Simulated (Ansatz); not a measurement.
# Is this HfSi3O2 structure a true minimum?

It was reached by relaxing an invented guess, and it needn't be the stable form of this composition.

Level of theory: DFT PBE, scalar-relativistic, plane waves, PAW (Ansatz). Settings: cutoff 420 eV, Γ-centred mesh 8×8×8 on the computed 12-atom cell, Gaussian smearing of 0.10 eV; no spin polarisation.

The cell below (12 atoms, space group Cmcm (No. 63)) is relaxed within its symmetry.

```
Hf Si O
1.0
     1.86583  -12.38054    0.00000
     1.86583   12.38054    0.00000
     0.00000    0.00000    3.73315
Hf Si O
2 6 4
Cartesian
  1.8658 8.4522 2.7999
  1.8658 -8.4522 0.9333
  1.8658 6.1908 0.9333
  1.8658 -6.1908 2.7999
  1.8658 -1.2150 2.7999
  1.8658 11.1641 0.9333
  1.8658 1.2150 0.9333
  1.8658 -11.1641 2.7999
  1.8658 -2.9681 2.7999
  1.8658 9.4129 0.9333
  1.8658 2.9681 0.9333
  1.8658 -9.4129 2.7999
```

For the test it was strained at random (σ = 1.5 % a component), the atoms were moved at random (σ = 0.05 Å), and all was relaxed again on a coarse 6×6×6 mesh (in the run’s order of axes) with 0.20 eV smearing, with no symmetry imposed.

No dispersion correction is applied, so the spacing and binding between layers, chains or molecules are poorly described. These runs have no spin–orbit coupling, which can matter for Hf.

Q: Does it come back?

A: It doesn't return. The energy falls by 35 meV/atom on that mesh, the volume changes by -0.7 %, and the end has space group C2/m (No. 12) at a loose tolerance. Relaxed again on an 8×8×4 mesh with 0.10 eV smearing, the new structure lies 29 meV/atom below the first (mesh in the axes of the run's cell; the cell below is made exact in the group named). Space group C2/m (No. 12), monoclinic, a = 5.310 Å, b = 5.214 Å, c = 12.428 Å, β = 96.1°. Hf has 4 O at 2.09 Å and 4 Si at 2.94 Å; Si on a site of symmetry 2 is surrounded by 4 Si at 2.60–2.66 Å, 4 Hf at 2.94 Å and 2 O at 3.23 Å; around Si on a site of symmetry 1 lies 1 O at 1.76 Å; O has 1 Si at 1.76 Å, 2 Hf at 2.09 Å, 4 O at 2.61–2.66 Å and 5 Si at 3.14–3.23 Å.

```
Hf Si O
1.0
     2.65500   -2.60700    0.00000
     2.65500    2.60700    0.00000
    -1.32362    0.00000   12.35762
Hf Si O
2 6 4
Direct
  0.79609 0.79609 0.68406
  0.20391 0.20391 0.31594
  0.25050 0.74950 0.50000
  0.74950 0.25050 0.50000
  0.85165 0.35037 0.90389
  0.35037 0.85165 0.90389
  0.14835 0.64963 0.09611
  0.64963 0.14835 0.09611
  0.81542 0.31533 0.76123
  0.31533 0.81542 0.76123
  0.18458 0.68467 0.23877
  0.68467 0.18458 0.23877
```
